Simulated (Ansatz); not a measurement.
Data sheet: Tl (DFT)

Tl (dhcp (α-La type), P6_3/mmc), a = b = 3.4335 Å, c = 11.1268 Å, α = β = 90.00°, γ = 120.00°.

Space group P6_3/mmc (No. 194), dhcp (α-La type); conventional cell a = b = 3.434 Å, c = 11.127 Å, α = β = 90.00°, γ = 120.00°.

Method: plane-wave PAW PBEsol (Ansatz code). Structure relaxed to zero pressure with the same functional. Other levels are named where they apply.

Cell and energy:

- Volume per atom = 28.40 Å³
- Density = 11.95 g/cm³

Electronic structure:

Electronic character: metallic (no gap)
Density of states at the Fermi level: 0.53 states/eV per atom (mean over ±0.08 eV)

The workflow started from a Materials Project entry (that database holds measured and hypothetical structures alike). Its sites differ from those of the usual phase in this space group: another stacking or structure type. The PBEsol relaxation kept the symmetry of its start; whether a distortion lowers the energy is not shown. Axis ratios of metals converge slowly with the k-mesh, so a and c are less sure than the volume. Scalar-relativistic: spin–orbit coupling is off unless named, which matters more the heavier the elements.

Potentials: the later of the program's two PAW sets.
